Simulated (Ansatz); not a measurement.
**Convergence of Au with the k-point mesh**

Method: DFT r2SCAN, scalar-relativistic, plane waves, PAW (Ansatz 0.2.0).

```yaml
crystal:
  lattice:
    - [1.41131, -2.55593, 0.00000]
    - [1.41131, 2.55593, 0.00000]
    - [0.00000, 0.00000, 4.89317]
  atoms:
    - { symbol: Au, position: [0.66533, 0.33467, 0.25000] }
    - { symbol: Au, position: [0.33467, 0.66533, 0.75000] }
```

| Item | Value |
| --- | --- |
| plane-wave cutoff | 500 eV |
| occupation rule | Gaussian smearing, 0.1 eV |
| spin treatment | unpolarised |

The atoms are held and the k-point mesh is swept. Energies are extrapolated to zero smearing and count from the reference run, 18×18×10. The cell isn't necessarily relaxed at this level. The meshes are Γ-centred. Spin–orbit coupling is left out. Pressure is positive in compression.

(1) One run gave ΔE = 24.3 meV/atom and P = 0.01 GPa. Which k-point mesh did it use, of 1×1×1, 4×4×2, 6×6×4, 8×8×4, 8×8×6, 12×12×6, 14×14×8, 16×16×8, 16×16×10?

## Answers

(1) 8×8×6. All runs:

| mesh | ΔE (meV/atom) | P (GPa) | largest change of a force component (eV/Å) | irreducible points |
| --- | --- | --- | --- | --- |
| 1×1×1 | -4645 | -14.85 | 0.289 | 1 |
| 4×4×2 | 126 | 0.29 | 0.186 | 14 |
| 6×6×4 | 43.6 | 0.16 | 0.013 | 39 |
| 8×8×4 | 9.59 | 0.17 | 0.002 | 63 |
| 8×8×6 | 24.3 | 0.01 | 0.006 | 84 |
| 12×12×6 | 2.10 | -0.28 | 0.003 | 172 |
| 14×14×8 | 1.06 | -0.37 | 0.004 | 285 |
| 16×16×8 | -0.62 | -0.35 | 0.002 | 365 |
| 16×16×10 | -0.43 | -0.37 | 0.000 | 438 |
| 18×18×10 | 0.00 | -0.33 | 0.000 | 546 |

This form isn't the element's structure at ambient conditions.